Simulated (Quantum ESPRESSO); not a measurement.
## Nb3GaSc2HfIn (input and log of a self-consistent run)

Computed values, not a measurement. The program is pw.x of Quantum ESPRESSO 7.5 (plane-wave density functional theory). The cell is made up: eight metal atoms on a face-centred cubic lattice, with elements, volume, strain and displacements drawn at random and not relaxed, so it may be unstable or far from any real phase. PseudoDojo standard norm-conserving files set the functional (PBE unless stated); there is no spin polarisation or spin-orbit coupling, the Fermi-Dirac width of 0.25 eV means electrons at about 2900 K, and the masses in the input are unused placeholders. Heavy elements are run without spin-orbit coupling, which real alloys of them have. A spin test at this wide smearing found no moment, but such smearing suppresses magnetism that the real alloy may have.

Input:

```
&control calculation='scf', pseudo_dir='./dojo.nc.sr.pbe.v0_5.standard.upf', outdir='./o', disk_io='minimal', tprnfor=.true., tstress=.true. /
&system ibrav=0, nat=8, ntyp=5, nbnd=66, ecutwfc=82.02448710, nosym=.true., tot_charge=0,
 occupations='smearing', smearing='fd', degauss=0.0183746611
/
&electrons conv_thr=1.470e-08, electron_maxstep=70, mixing_beta=0.5 /
ATOMIC_SPECIES
Ga 1.0 Ga.upf
Hf 1.0 Hf.upf
In 1.0 In.upf
Nb 1.0 Nb.upf
Sc 1.0 Sc.upf
CELL_PARAMETERS angstrom
-2.1966 -4.4973 -2.1824
-4.4729 2.2475 2.2645
0.0421 4.5376 -4.4876
ATOMIC_POSITIONS angstrom
Nb 0.0638 0.0485 -0.0626
Nb 0.0264 2.2369 -2.2276
Ga -2.1943 2.1951 0.023
Sc -2.2016 4.425 -2.3111
Nb -2.2626 0.0507 -2.211
Hf -2.2538 2.2939 -4.4668
In -4.4626 0.0496 0.0438
Sc -4.3829 2.2571 -2.1785
K_POINTS automatic
5 4 4 1 1 1
```

The log is shortened where brackets say so; the opening notice, blank lines, dates and the lines on written files are dropped, and the path of the files is cut. It prints rydbergs, bohrs and kilobars, and counts compression as positive stress. Its total energy is the free energy E - TS of the whole cell.

```
     Program PWSCF v.7.5
     Parallel version (MPI & OpenMP), running on       4 processor cores
     Number of MPI processes:                 4
     Threads/MPI process:                     1
     [start-up lines left out]
     bravais-lattice index     =            0
     lattice parameter (alat)  =      10.3183  a.u.
     unit-cell volume          =    1208.4260 (a.u.)^3
     number of atoms/cell      =            8
     number of atomic types    =            5
     number of electrons       =        99.00
     number of Kohn-Sham states=           66
     kinetic-energy cutoff     =      82.0245  Ry
     charge density cutoff     =     328.0979  Ry
     scf convergence threshold =      1.5E-08
     mixing beta               =       0.5000
     number of iterations used =            8  plain     mixing
     Exchange-correlation= PBE
                           (   1   4   3   4   0   0   0)
     [axes and pseudopotential details left out]
   Cartesian axes
     site n.     atom                  positions (alat units)
         1        Nb     tau(   1) = (   0.0116846   0.0088825  -0.0114648  )
         2        Nb     tau(   2) = (   0.0048350   0.4096747  -0.4079715  )
         3        Ga     tau(   3) = (  -0.4018728   0.4020193   0.0042123  )
         4        Sc     tau(   4) = (  -0.4032097   0.8104120  -0.4232640  )
         5        Nb     tau(   5) = (  -0.4143815   0.0092854  -0.4049313  )
         6        Hf     tau(   6) = (  -0.4127698   0.4201139  -0.8180674  )
         7        In     tau(   7) = (  -0.8172982   0.0090839   0.0080217  )
         8        Sc     tau(   8) = (  -0.8027016   0.4133742  -0.3989791  )
     number of k points=    40  Fermi-Dirac smearing, width (Ry)=  0.0184
                       cart. coord. in units 2pi/alat
        k(    1) = (  -0.1968751   0.0331729  -0.1203954), wk =   0.0500000
        k(    2) = (  -0.2371182   0.1455038  -0.3113723), wk =   0.0500000
     [further k points left out]
     Dense  grid:   121247 G-vectors     FFT dimensions: (  60,  60,  72)
     Estimated max dynamical RAM per process >     366.96 MB
     Estimated total dynamical RAM >       1.35 GB
     Initial potential from superposition of free atoms
     starting charge      98.9793, renormalised to      99.0000
     Starting wfcs are   78 randomized atomic wfcs
     total cpu time spent up to now is        5.3 secs
     per-process dynamical memory:   273.0 Mb
     Self-consistent Calculation
     iteration #  1     ecut=    82.02 Ry     beta= 0.50
     Davidson diagonalization with overlap
     ethr =  1.00E-02,  avg # of iterations =  2.1
     total cpu time spent up to now is       14.5 secs
     total energy              =    -964.88234524 Ry
     estimated scf accuracy    <       1.97528647 Ry
     iteration #  2     ecut=    82.02 Ry     beta= 0.50
     Davidson diagonalization with overlap
     ethr =  2.00E-03,  avg # of iterations =  7.2
     total cpu time spent up to now is       28.2 secs
     total energy              =    -964.75511739 Ry
     estimated scf accuracy    <      13.68821643 Ry
     iteration #  3     ecut=    82.02 Ry     beta= 0.50
     Davidson diagonalization with overlap
     ethr =  2.00E-03,  avg # of iterations =  3.4
     total cpu time spent up to now is       38.4 secs
     total energy              =    -965.92374463 Ry
     estimated scf accuracy    <       0.62040183 Ry
     iteration #  4     ecut=    82.02 Ry     beta= 0.50
     Davidson diagonalization with overlap
     ethr =  6.27E-04,  avg # of iterations =  7.5
     total cpu time spent up to now is       50.1 secs
     total energy              =    -965.95146045 Ry
     estimated scf accuracy    <       0.16625559 Ry
     iteration #  5     ecut=    82.02 Ry     beta= 0.50
     Davidson diagonalization with overlap
     ethr =  1.68E-04,  avg # of iterations =  7.1
     total cpu time spent up to now is       63.4 secs
     total energy              =    -965.94645938 Ry
     estimated scf accuracy    <       0.19709349 Ry
     [iterations 6 to 14 left out]
     iteration # 15     ecut=    82.02 Ry     beta= 0.50
     Davidson diagonalization with overlap
     ethr =  1.02E-09,  avg # of iterations =  2.0
     total cpu time spent up to now is      184.5 secs
     total energy              =    -965.96837122 Ry
     estimated scf accuracy    <       0.00000062 Ry
     iteration # 16     ecut=    82.02 Ry     beta= 0.50
     Davidson diagonalization with overlap
     ethr =  6.31E-10,  avg # of iterations =  1.8
     total cpu time spent up to now is      193.3 secs
     total energy              =    -965.96837128 Ry
     estimated scf accuracy    <       0.00000008 Ry
     iteration # 17     ecut=    82.02 Ry     beta= 0.50
     Davidson diagonalization with overlap
     ethr =  7.87E-11,  avg # of iterations =  5.8
     total cpu time spent up to now is      204.1 secs
     total energy              =    -965.96837129 Ry
     estimated scf accuracy    <       0.00000002 Ry
     iteration # 18     ecut=    82.02 Ry     beta= 0.50
     Davidson diagonalization with overlap
     ethr =  2.25E-11,  avg # of iterations =  2.7
     total cpu time spent up to now is      213.3 secs
     total energy              =    -965.96837129 Ry
     estimated scf accuracy    <       0.00000002 Ry
     iteration # 19     ecut=    82.02 Ry     beta= 0.50
     Davidson diagonalization with overlap
     ethr =  1.89E-11,  avg # of iterations =  2.0
     total cpu time spent up to now is      221.8 secs
     End of self-consistent calculation
     [lines on levels left out]
!    total energy              =    -965.96837129 Ry
     estimated scf accuracy    <          2.3E-09 Ry
     smearing contrib. (-TS)   =      -0.14605626 Ry
     internal energy E=F+TS    =    -965.82231503 Ry
     The total energy is F=E-TS. E is the sum of the following terms:
     one-electron contribution =    -257.80786048 Ry
     hartree contribution      =     177.34603365 Ry
     xc contribution           =    -220.61489903 Ry
     ewald contribution        =    -664.74558917 Ry
     convergence has been achieved in  19 iterations
     Forces acting on atoms (cartesian axes, Ry/au):
     atom    1 type  4   force =    -0.02030329   -0.00182173   -0.00978424
     atom    2 type  4   force =    -0.01537344    0.00445393    0.01862648
     atom    3 type  1   force =     0.00835704    0.00377712   -0.00927497
     atom    4 type  5   force =     0.01063247    0.01520255    0.00814452
     atom    5 type  4   force =     0.02323444   -0.00184692    0.00318336
     atom    6 type  2   force =     0.02656850   -0.02224909   -0.02752656
     atom    7 type  3   force =    -0.01139531   -0.00076691   -0.00243124
     atom    8 type  5   force =    -0.02172041    0.00325106    0.01906265
     Total force =     0.072036     Total SCF correction =     0.000173
     Computing stress (Cartesian axis) and pressure
          total   stress  (Ry/bohr**3)                   (kbar)     P=      -91.41
  -0.00061718   0.00004360  -0.00000395          -90.79        6.41       -0.58
   0.00004360  -0.00057775   0.00018604            6.41      -84.99       27.37
  -0.00000395   0.00018604  -0.00066931           -0.58       27.37      -98.46
     init_run     :      4.82s CPU      5.04s WALL (       1 calls)
     electrons    :    216.14s CPU    216.59s WALL (       1 calls)
     forces       :      1.77s CPU      1.79s WALL (       1 calls)
     stress       :      6.01s CPU      6.15s WALL (       1 calls)
     [timing details left out]
     PWSCF        :   3m49.00s CPU   3m49.87s WALL
     JOB DONE.
```

In other units: free energy -13142.669 eV for the cell, pressure -9.14 GPa, largest force component 0.708 eV/Å in size. The run took 232 s of wall time with four MPI processes on a shared machine (Intel Xeon, 2023 or later, virtual cores), so the time is rough. A rerun of this cell at a higher cutoff and on a denser mesh moved values by no more than 0.002 eV in energy, 0.03 GPa in stress and 0.004 eV/Å in force, and a second program with other atomic files agreed on that cell to 2 % rms in force and 0.5 GPa in pressure.